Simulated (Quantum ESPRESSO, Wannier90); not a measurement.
**Wannierisation of Ge (P6₃/mmc, model phase)**

Materials Project entry mp-1007760; symmetrised, unrelaxed at this level. This isn't the element's usual structure (diamond); take it as a model of another phase. Level: PBEsol, no spin polarisation, no spin-orbit coupling; pw.x of Quantum ESPRESSO at 63 Ry with PseudoDojo potentials, 12×12×4 k-points, Wannier90. Density: 12×12×6 mesh, cold smearing 0.01 Ry. Spin-orbit coupling, left out, would split the p-like bands by a few tenths of an eV.

On the energy scale of pw.x, whose zero is arbitrary, the Fermi level lies at 9.36 eV.

Input w.win:

```
num_bands = 26
num_wann = 16
exclude_bands = 1-20
num_iter = 1000
conv_tol = 1.0e-6
conv_window = 4
dis_num_iter = 1000
dis_conv_tol = 1.0e-6
dis_froz_max = 9.86
write_hr = true
write_u_matrices = true
begin projections
f=-0.34350,0.33683,0.06427: s;p
f=0.32927,-0.32429,-0.06571: s;p
f=0.32229,-0.34106,-0.43240: s;p
f=-0.31939,0.33852,0.43876: s;p
end projections
begin unit_cell_cart
ang
    3.9975897861    0.0000000000    0.0000000000
   -1.9987948931    3.4620143087    0.0000000000
    0.0000000000    0.0000000000    6.5993800000
end unit_cell_cart
begin atoms_frac
Ge  -0.3333333333  0.3333333333  0.0629000000
Ge   0.3333333333 -0.3333333333 -0.0629000000
Ge   0.3333333333 -0.3333333333 -0.4371000000
Ge  -0.3333333333  0.3333333333  0.4371000000
end atoms_frac
mp_grid = 12 12 4
begin kpoints
0.0000000000 0.0000000000 0.0000000000
0.0000000000 0.0000000000 0.2500000000
0.0000000000 0.0000000000 0.5000000000
... (573 more lines: the 12x12x4 mesh through Gamma)
end kpoints
```

Input of pw2wannier90.x that gives the overlap and projection files (equivalent; here they were cut from one run over all bands):

```
&inputpp
  outdir = './out'
  prefix = 'pwscf'
  seedname = 'w'
  write_amn = .true.
  write_mmn = .true.
/
```

Output w.wout (banner and timings cut):

```
                                    ------
                                    SYSTEM
                                    ------

                              Lattice Vectors (Ang)
                    a_1     3.997590   0.000000   0.000000
                    a_2    -1.998795   3.462014   0.000000
                    a_3     0.000000   0.000000   6.599380

                   Unit Cell Volume:      91.33353  (Ang^3)

                        Reciprocal-Space Vectors (Ang^-1)
                    b_1     1.571743   0.907446  -0.000000
                    b_2     0.000000   1.814893   0.000000
                    b_3     0.000000  -0.000000   0.952087

 *----------------------------------------------------------------------------*
 |   Site       Fractional Coordinate          Cartesian Coordinate (Ang)     |
 +----------------------------------------------------------------------------+
 | ge   1  -0.33333   0.33333   0.06290   |   -1.99879   1.15400   0.41510    |
 | ge   2   0.33333  -0.33333  -0.06290   |    1.99879  -1.15400  -0.41510    |
 | ge   3   0.33333  -0.33333  -0.43710   |    1.99879  -1.15400  -2.88459    |
 | ge   4  -0.33333   0.33333   0.43710   |   -1.99879   1.15400   2.88459    |
 *----------------------------------------------------------------------------*
                                ------------
                                K-POINT GRID
                                ------------

             Grid size = 12 x 12 x  4      Total points =  576

 *---------------------------------- MAIN ------------------------------------*
 |  Number of Wannier Functions               :                16             |
 |  Number of Objective Wannier Functions     :                16             |
 |  Number of input Bloch states              :                26             |
 |  Output verbosity (1=low, 5=high)          :                 1             |
 |  Timing Level (1=low, 5=high)              :                 1             |
 |  Optimisation (0=memory, 3=speed)          :                 3             |
 |  Length Unit                               :               Ang             |
 |  Post-processing setup (write *.nnkp)      :                 F             |
 |  Using Gamma-only branch of algorithms     :                 F             |
 *----------------------------------------------------------------------------*
 *------------------------------- WANNIERISE ---------------------------------*
 |  Total number of iterations                :              1000             |
 |  Number of CG steps before reset           :                 5             |
 |  Trial step length for line search         :             2.000             |
 |  Convergence tolerence                     :         0.100E-05             |
 |  Convergence window                        :                 4             |
 |  Iterations between writing output         :                 1             |
 |  Iterations between backing up to disk     :               100             |
 |  Write r^2_nm to file                      :                 F             |
 |  Write xyz WF centres to file              :                 F             |
 |  Write on-site energies <0n|H|0n> to file  :                 F             |
 |  Use guiding centre to control phases      :                 F             |
 |  Use phases for initial projections        :                 F             |
 *----------------------------------------------------------------------------*
 *------------------------------- DISENTANGLE --------------------------------*
 |  Using band disentanglement                :                 T             |
 |  Total number of iterations                :              1000             |
 |  Mixing ratio                              :             0.500             |
 |  Convergence tolerence                     :         1.000E-06             |
 |  Convergence window                        :                 3             |
 *----------------------------------------------------------------------------*
 *-------------------------------- PLOTTING ----------------------------------*
 |  Plotting Hamiltonian in WF basis          :                 T             |
 *----------------------------------------------------------------------------*

       ... (k-mesh section left out)

 Starting a new Wannier90 calculation ...

 Reading overlaps from w.mmn

 Reading projections from w.amn

 *------------------------------- DISENTANGLE --------------------------------*
 +----------------------------------------------------------------------------+
 |                              Energy  Windows                               |
 |                              ---------------                               |
 |                   Outer:   -3.44873  to   26.06459  (eV)                   |
 |                   Inner:   -3.44873  to    9.86000  (eV)                   |
 +----------------------------------------------------------------------------+
   Number of target bands to extract:   16

                   Unitarised projection of Wannier functions
                   ------------------------------------------
   A_mn = <psi_m|g_n> --> S = A.A^+ --> U = S^-1/2.A
   In dis_project... done
   Using an inner window (linner = T)
   In dis_proj_froz... done

                   Extraction of optimally-connected subspace
                   ------------------------------------------
 +---------------------------------------------------------------------+<-- DIS
 |  Iter     Omega_I(i-1)      Omega_I(i)      Delta (frac.)           |<-- DIS
 +---------------------------------------------------------------------+<-- DIS
       1      36.27514534      31.62862628       1.469E-01    <-- DIS
       2      33.27513236      30.33918066       9.677E-02    <-- DIS
       3      31.55582021      29.38531327       7.386E-02    <-- DIS
       4      30.26220344      28.63753294       5.673E-02    <-- DIS
       5      29.27401232      28.03103768       4.434E-02    <-- DIS
       6      28.50155571      27.52704304       3.540E-02    <-- DIS
       ... (lines left out)
     101      23.47720850      23.47739418      -7.909E-06    <-- DIS
       ... (lines left out)
     201      23.46394931      23.46399652      -2.012E-06    <-- DIS
       ... (lines left out)
     235      23.46379530      23.46381857      -9.918E-07    <-- DIS
     236      23.46379311      23.46381589      -9.708E-07    <-- DIS
     237      23.46379099      23.46381329      -9.502E-07    <-- DIS

             <<<      Delta < 1.000E-06  over  3 iterations     >>>
             <<< Disentanglement convergence criteria satisfied >>>

        Final Omega_I    23.46381329 (Ang^2)

 +----------------------------------------------------------------------------+

 Writing checkpoint file w.chk... done

 *------------------------------- WANNIERISE ---------------------------------*
 +--------------------------------------------------------------------+<-- CONV
 | Iter  Delta Spread     RMS Gradient      Spread (Ang^2)            |<-- CONV
 +--------------------------------------------------------------------+<-- CONV

 ------------------------------------------------------------------------------
 Initial State
  WF centre and spread    1  ( -2.040711,  1.162713,  0.420882 )     1.59347298
  WF centre and spread    2  ( -2.001532,  1.154907,  0.207432 )     2.33001723
  WF centre and spread    3  ( -1.959346,  1.004643,  0.507979 )     2.33540932
  WF centre and spread    4  ( -2.000202,  1.294453,  0.507624 )     2.35983594
  WF centre and spread    5  (  1.970477, -1.125689, -0.431518 )     1.60459333
  WF centre and spread    6  (  1.997146, -1.152596, -0.198045 )     2.33780406
  WF centre and spread    7  (  2.028068, -1.003603, -0.507479 )     2.35930516
  WF centre and spread    8  (  1.998432, -1.331158, -0.508417 )     2.33722181
  WF centre and spread    9  (  1.968656, -1.180659, -2.857974 )     1.60685834
  WF centre and spread   10  (  1.999424, -1.155850, -3.112363 )     2.32635505
  WF centre and spread   11  (  2.025015, -1.005173, -2.791505 )     2.35954726
  WF centre and spread   12  (  1.997888, -1.281498, -2.791383 )     2.36053830
  WF centre and spread   13  ( -1.954105,  1.172600,  2.896207 )     1.59568530
  WF centre and spread   14  ( -1.995672,  1.153739,  3.075349 )     2.34395343
  WF centre and spread   15  ( -2.037934,  1.004690,  2.792335 )     2.34499015
  WF centre and spread   16  ( -1.996858,  1.288010,  2.792304 )     2.34155077
  Sum of centres and spreads ( -0.001256, -0.000471,  0.001427 )    34.53713844

      0     0.345E+02     0.0000000000       34.5371385091  <-- CONV
        O_D=      0.0595191 O_OD=     11.0138062 O_TOT=     34.5371385 <-- SPRD
 ------------------------------------------------------------------------------
      1    -0.143E+00     0.2628727636       34.3945938335  <-- CONV
        O_D=      0.0584371 O_OD=     10.8723435 O_TOT=     34.3945938 <-- SPRD
      2    -0.284E+00     0.3453794928       34.1109611862  <-- CONV
        O_D=      0.0712130 O_OD=     10.5759349 O_TOT=     34.1109612 <-- SPRD
      3    -0.230E+00     0.3948291050       33.8807173229  <-- CONV
        O_D=      0.0775703 O_OD=     10.3393337 O_TOT=     33.8807173 <-- SPRD
      4    -0.135E+00     0.3226036197       33.7452318375  <-- CONV
        O_D=      0.0715801 O_OD=     10.2098385 O_TOT=     33.7452318 <-- SPRD
      5    -0.705E-01     0.2329776735       33.6747631530  <-- CONV
        O_D=      0.0656338 O_OD=     10.1453161 O_TOT=     33.6747632 <-- SPRD
       ... (lines left out)
    100    -0.179E-02     0.0358088624       26.4104729451  <-- CONV
        O_D=      0.0357806 O_OD=      2.9108790 O_TOT=     26.4104729 <-- SPRD
       ... (lines left out)
    200    -0.287E-05     0.0012312293       26.3758424157  <-- CONV
        O_D=      0.0356454 O_OD=      2.8763838 O_TOT=     26.3758424 <-- SPRD
       ... (lines left out)
    232    -0.258E-06     0.0004889066       26.3757720328  <-- CONV
        O_D=      0.0356446 O_OD=      2.8763141 O_TOT=     26.3757720 <-- SPRD
    233    -0.348E-06     0.0003661346       26.3757716844  <-- CONV
        O_D=      0.0356449 O_OD=      2.8763135 O_TOT=     26.3757717 <-- SPRD
    234    -0.589E-06     0.0010097714       26.3757710958  <-- CONV
        O_D=      0.0356447 O_OD=      2.8763131 O_TOT=     26.3757711 <-- SPRD
             <<<     Delta < 1.000E-06  over  4 iterations     >>>
             <<< Wannierisation convergence criteria satisfied >>>
 Final State
  WF centre and spread    1  ( -2.579808,  0.818889,  0.645264 )     1.64408682
  WF centre and spread    2  ( -2.001116,  1.154917, -0.291079 )     1.66397129
  WF centre and spread    3  ( -1.417506,  0.818392,  0.643569 )     1.64251690
  WF centre and spread    4  ( -1.999713,  1.824433,  0.645100 )     1.64410957
  WF centre and spread    5  (  1.418581, -0.818445, -0.646190 )     1.64396410
  WF centre and spread    6  (  1.996442, -1.152857,  0.291162 )     1.66391306
  WF centre and spread    7  (  2.580171, -0.818196, -0.643601 )     1.64299669
  WF centre and spread    8  (  1.998171, -1.825149, -0.644438 )     1.64222355
  WF centre and spread    9  (  1.417467, -0.818511, -2.655759 )     1.64265586
  WF centre and spread   10  (  2.000076, -1.154846, -3.591017 )     1.66391850
  WF centre and spread   11  (  2.579948, -0.819537, -2.654428 )     1.64359478
  WF centre and spread   12  (  1.999041, -1.825074, -2.654891 )     1.64305879
  WF centre and spread   13  ( -1.418146,  0.818760,  2.653969 )     1.64396529
  WF centre and spread   14  ( -1.996590,  1.152906,  3.590924 )     1.66404827
  WF centre and spread   15  ( -2.579645,  0.818278,  2.655563 )     1.64318892
  WF centre and spread   16  ( -1.997883,  1.825077,  2.656181 )     1.64355863
  Sum of centres and spreads ( -0.000509, -0.000964,  0.000331 )    26.37577102

         Spreads (Ang^2)       Omega I      =    23.463813287
        ================       Omega D      =     0.035644725
                               Omega OD     =     2.876313083
    Final Spread (Ang^2)       Omega Total  =    26.375771096
```
